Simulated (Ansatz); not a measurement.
SnSe:
```xyz
8
Lattice="11.5130 0.0000 0.0000 0.0000 4.1743 0.0000 0.0000 0.0000 4.3718" Properties=species:S:1:pos:R:3 pbc="T T T"
Sn     7.1229     3.1307     1.7809
Sn     4.3901     1.0436     2.5908
Sn    10.1466     1.0436     3.9668
Sn     1.3664     3.1307     0.4049
Se     1.6423     1.0436     2.2855
Se     9.8707     3.1307     2.0863
Se     4.1142     3.1307     0.0996
Se     7.3988     1.0436     4.2722
```

PBE+D3(BJ) in the plane-wave PAW code Ansatz gives a gap of 0.43 eV without spin–orbit coupling, maximum on the Γ–Z line, 70 % of the way from Γ, minimum on the Y–Γ line, 35 % of the way from Y.

Problem. What happens when spin–orbit coupling is switched on?

Solution. The gap decreases by 0.04 eV, to 0.39 eV; maximum on the Γ–Z line, 70 % of the way from Γ, minimum on the Y–Γ line, 35 % of the way from Y.

Problem. Give the electron effective mass with spin–orbit coupling.

Solution. 0.064, 0.13, 1.0 mₑ (principal values).

Problem. Give the hole effective mass with spin–orbit coupling.

Solution. 0.13, 0.24, 0.51 mₑ (principal values).

Space group Pnma. The cell was relaxed with PBE+D3(BJ) under the symmetry of its start.

Potentials: the later of the program's two PAW sets.
